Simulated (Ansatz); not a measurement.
CaCu₂Si₂:
Space group I4/mmm (No. 139); a = 4.0357 Å, b = 4.0357 Å, c = 9.8542 Å, α = 90.00°, β = 90.00°, γ = 90.00°

| atom | site | symmetry | x | y | z |
|---|---|---|---|---|---|
| Si | 4e | 4mm | 0.0000 | 0.0000 | 0.3797 |
| Ca | 2a | 4/mmm | 0.0000 | 0.0000 | 0.0000 |
| Cu | 4d | -4m2 | 0.0000 | 0.5000 | 0.2500 |
(The calculation used a cell of 5 atoms; values per cell refer to that cell.)

Relaxed with r²SCAN.

Tabulate the valence density and the electron localisation function along the shortest Cu–Cu contact (2.85 Å), the program Ansatz at the r²SCAN level (PAW).



```
distance from Cu (Å)  density (e/Å³)   ELF
--------------------  --------------  ----
0.29                           32.11  0.74
0.43                           13.54  0.47
0.57                            4.96  0.28
0.71                            1.83  0.20
0.86                            0.72  0.17
1.00                            0.37  0.15
1.14                            0.27  0.19
1.28                            0.23  0.25
1.43                            0.22  0.28
1.57                            0.23  0.25
1.71                            0.27  0.19
1.85                            0.37  0.15
2.00                            0.72  0.17
2.14                            1.83  0.20
2.28                            4.96  0.28
2.43                           13.54  0.47
2.57                           32.11  0.74
```

The density is the valence pseudo-density with augmentation charge, so density and ELF within about 1 Å of a nucleus are not all-electron values.

The workflow started from an entry of the Crystallography Open Database (COD). Its standing as an ambient phase is unchecked. The cell was relaxed with r²SCAN under the symmetry of its start; its stability against distortions is not shown here. The run is not spin-polarised.

Potentials: the later of the program's two PAW sets.
